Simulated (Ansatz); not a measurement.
## Is this Sn3Se2 structure a true minimum?

The cell was found from a proposed guess, not taken from experiment.

Method: DFT PBE, scalar-relativistic, plane waves, PAW in Ansatz 0.2.0. Cutoff 420 eV; k points 8×8×4 on the computed 10-atom cell (Γ-centred); Gaussian smearing, width 0.10 eV; no spin polarisation.

The cell below (10 atoms, space group P4/nmm (No. 129)) is relaxed within its symmetry.

```
Sn Se
1.0
     4.28209    0.00000    0.00000
     0.00000    4.28209    0.00000
     0.00000    0.00000   15.56437
Sn Se
6 4
Direct
  0.00000 0.50000 0.39402
  0.00000 0.50000 0.79332
  0.50000 0.00000 0.60598
  0.50000 0.00000 0.20668
  0.50000 0.50000 0.00000
  0.00000 0.00000 0.00000
  0.00000 0.50000 0.61118
  0.00000 0.50000 0.21364
  0.50000 0.00000 0.38882
  0.50000 0.00000 0.78636
```

For the test it was strained at random (σ = 1.5 % a component), the atoms were moved at random (σ = 0.05 Å), and all was relaxed again on a coarse 6×6×2 mesh (in the run’s order of axes) with 0.20 eV smearing, with no symmetry imposed.

Weakly bound directions are ill-defined at this level, which has no dispersion term.

**Question.** Is the structure stable against such a distortion?

**Answer.** It doesn't return. The energy falls by 53 meV/atom on that mesh, the volume changes by -0.1 %, and the end has space group Cm (No. 8) at a loose tolerance. Relaxed again on an 8×8×8 mesh with 0.10 eV smearing, the new structure lies 53 meV/atom below the first (mesh in the axes of the run's cell; the cell below is made exact in the group named). Space group Cm (No. 8), monoclinic, a = 31.514 Å, b = 4.262 Å, c = 4.273 Å, β = 96.8°. Sn on its first site has 5 Se at 2.84–3.05 Å and 1 Se at 3.30 Å; Sn on its second site is surrounded by 5 Se at 2.90–3.03 Å and 1 Sn at 3.34 Å; Sn on its third site is surrounded by 6 Se at 2.87–3.20 Å; Se on its first site is surrounded by 5 Sn at 2.90–3.06 Å and 1 Sn at 3.30 Å; 6 more sites not described.

```cif
data_structure
_symmetry_space_group_name_H-M 'Cm'
_symmetry_Int_Tables_number 8
_cell_length_a 31.5142
_cell_length_b 4.2622
_cell_length_c 4.2726
_cell_angle_alpha 90.000
_cell_angle_beta 96.758
_cell_angle_gamma 90.000
_cell_volume 569.91
loop_
_atom_site_label
_atom_site_type_symbol
_atom_site_symmetry_multiplicity
_atom_site_Wyckoff_symbol
_atom_site_fract_x
_atom_site_fract_y
_atom_site_fract_z
_atom_site_occupancy
Sn1 Sn 2 a 0.50138 0.50000 0.59379 1
Sn2 Sn 2 a 0.80337 0.00000 0.40752 1
Sn3 Sn 2 a 0.90405 0.50000 0.00433 1
Sn4 Sn 2 a 0.59882 0.00000 0.21066 1
Sn5 Sn 2 a 0.69670 0.00000 0.31529 1
Sn6 Sn 2 a 0.71316 0.50000 0.83039 1
Se1 Se 2 a 0.89589 0.00000 0.48560 1
Se2 Se 2 a 0.59206 0.50000 0.66856 1
Se3 Se 2 a 0.99561 0.50000 0.08071 1
Se4 Se 2 a 0.80193 0.50000 0.90316 1
```
